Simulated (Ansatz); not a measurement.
## Structure relaxation, W

The start is a randomly generated symmetric cell of W (space group No. 139). Cell shape, volume and atoms are optimised at zero target pressure with PBE (plane waves to 420 eV, PAW, scalar-relativistic; Ansatz, an electronic-structure program). The first steps use a coarse 15×15×15 k-mesh.

The start:
```
W
1.0
   -1.80825     1.80825     1.37910
    1.80825    -1.80825     1.37910
    1.80825     1.80825    -1.37910
W
1
Direct
  0.00000   0.00000   0.00000
```

Problem. What pressure does the first self-consistent step give?

Solution. -17.8 GPa (negative: the cell is under tension).

Problem. How much energy is released per atom?

Solution. 0.58 eV/atom.

Problem. How does the volume per atom move from start to end?

Solution. -10.6 %, from 18.04 to 16.13 Å³/atom.

Problem. How do the shortest distances between atoms change?

Solution. The closest pairs of elements (up to four, under 3.6 Å), start → end: W–W 2.76 → 2.76 Å.

Problem. Is the relaxed structure metallic? Give its gap.

Solution. Zero (metallic).

Problem. Write out the relaxed structure.

Solution. 
Space group Im-3m (No. 229); a = 3.184 Å, b = 3.184 Å, c = 3.184 Å, α = 90.00°, β = 90.00°, γ = 90.00°

```csv
atom,site,symmetry,x,y,z
W,2a,m-3m,0.0000,0.0000,0.0000
```
(The calculation used a cell of 1 atom; values per cell refer to that cell.)

Final values are on a 20×20×20 k-mesh of the relaxed cell. No spin polarisation in the result.

The run could not lose the symmetry of its start.
